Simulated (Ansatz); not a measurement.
Theory: DFT PBE, scalar-relativistic, plane waves, PAW (Ansatz). Settings: cutoff 420 eV, Γ-centred meshes spaced at most about 0.3 Å⁻¹, and about 0.25 Å⁻¹ or finer for metals (2π included), Gaussian smearing. No spin polarisation in the final relaxations.

All energies are static (0 K, no zero-point motion).

Two forms of Ca₂AlO were relaxed alike.

A.

```cif
data_structure
_symmetry_space_group_name_H-M 'R-3m:H'
_symmetry_Int_Tables_number 166
_cell_length_a 3.4755
_cell_length_b 3.4755
_cell_length_c 23.5541
_cell_angle_alpha 90.000
_cell_angle_beta 90.000
_cell_angle_gamma 120.000
_cell_volume 246.39
loop_
_atom_site_label
_atom_site_type_symbol
_atom_site_symmetry_multiplicity
_atom_site_Wyckoff_symbol
_atom_site_fract_x
_atom_site_fract_y
_atom_site_fract_z
_atom_site_occupancy
Ca1 Ca 6 c 0.33333 0.66667 0.89211 1
Al1 Al 3 a 0.00000 0.00000 0.00000 1
O1 O 3 b 0.66667 0.33333 0.83333 1
```

B.

```cif
data_structure
_symmetry_space_group_name_H-M 'P-4m2'
_symmetry_Int_Tables_number 115
_cell_length_a 3.5498
_cell_length_b 3.5498
_cell_length_c 8.0288
_cell_angle_alpha 90.000
_cell_angle_beta 90.000
_cell_angle_gamma 90.000
_cell_volume 101.17
loop_
_atom_site_label
_atom_site_type_symbol
_atom_site_symmetry_multiplicity
_atom_site_Wyckoff_symbol
_atom_site_fract_x
_atom_site_fract_y
_atom_site_fract_z
_atom_site_occupancy
Ca1 Ca 2 g 0.00000 0.50000 0.32915 1
Al1 Al 1 a 0.00000 0.00000 0.00000 1
O1 O 1 c 0.50000 0.50000 0.50000 1
```

**Question.** Which form is favoured at zero pressure, and by what margin per atom?

**Answer.** A is lower, by 206 meV/atom. A has space group R-3m (No. 166), 20.5 Å³/atom and no gap on its mesh; B has space group P-4m2 (No. 115), 25.3 Å³/atom and no gap. Counting Al or Ca atoms around O (for each partner element, those within 1.25 times its shortest distance or 1.15 times the sum of covalent radii, where it is the nearest in units of that sum or under 1.3), A has O 6 and B has O 4. The denser one is the lower, and pressure would at first widen the difference. In A, Ca is surrounded by 3 O at 2.44 Å, 3 Al at 3.24 Å and 9 Ca at 3.42–3.48 Å; around Al lie 6 Ca at 3.24 Å and 6 Al at 3.48 Å; around O lie 6 Ca at 2.44 Å. In B, around Ca lie 2 O at 2.24 Å, 2 Al at 3.18 Å and 8 Ca at 3.55–3.72 Å; Al is surrounded by 4 Ca at 3.18 Å and 4 Al at 3.55 Å; around O lie 4 Ca at 2.24 Å. Both come from invented guesses.

In R-3m, P-4m2 an odd number of electrons in the primitive cell allows no gap without spin; a larger cell or a magnetic state could open one. Cells relaxed within their symmetry can be saddle points.
